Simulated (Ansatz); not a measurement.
PbS:
```yaml
crystal:
  lattice:
    - [2.07062, -5.91223, 0.00000]
    - [2.07062, 5.91223, 0.00000]
    - [0.00000, 0.00000, 4.26098]
  atoms:
    - { symbol: Pb, position: [0.87138, 0.12862, 0.75000] }
    - { symbol: Pb, position: [0.12862, 0.87138, 0.25000] }
    - { symbol: S, position: [0.64474, 0.35526, 0.75000] }
    - { symbol: S, position: [0.35526, 0.64474, 0.25000] }
```

Relaxed with r²SCAN+D4. Special points in fractions of this cell's reciprocal vectors: Γ (0.000, 0.000, 0.000); Y (-0.500, 0.500, 0.000); C0 (-0.281, 0.719, 0.000); Σ0 (0.281, 0.281, 0.000); Z (0.000, 0.000, 0.500); A0 (0.281, 0.281, 0.500); E0 (-0.281, 0.719, 0.500); T (-0.500, 0.500, 0.500); S (0.000, 0.500, 0.000); R (0.000, 0.500, 0.500).

Problem. List the band energies nearest the valence-band maximum at these points for the program Ansatz at the r²SCAN+D4 level (PAW).

Solution. In eV from the valence-band maximum; about four levels below and three above (degenerate sets whole), none deeper than 8.9 eV; points with the same levels are listed once.

```csv
k,below,above
Γ,-2.58 -1.85 -1.65 -0.61,5.02 5.03 5.20
Y,-2.07 -2.03 -1.48 -0.56,1.36 4.72 5.13
C0,-1.49 -1.42 -0.72 -0.30,1.91 2.16 2.25
Z,-1.29 -1.29 -0.16 -0.16,2.09 2.09 3.01 3.01
A0,-2.94 -2.94 -1.62 -1.62,3.47 3.47 6.10 6.10
T,-1.36 -1.36 -0.52 -0.52,2.01 2.01 3.47 3.47
S,-1.54 -1.34 -0.43 -0.41,2.10 2.10 2.39
R,-3.35 -3.35 -1.59 -1.59,3.68 3.68 5.66 5.66
```

Space group Cmcm. The workflow started from a Materials Project entry (that database holds measured and hypothetical structures alike); the Crystallography Open Database copy checked does not list it. It is not the phase usual at ambient conditions (space group No. 225). Symmetry was held in the r²SCAN+D4 relaxation; its stability against distortions is not shown here. Scalar-relativistic: spin–orbit coupling is off unless named, which matters more the heavier the elements.

Potentials: the later of the program's two PAW sets.
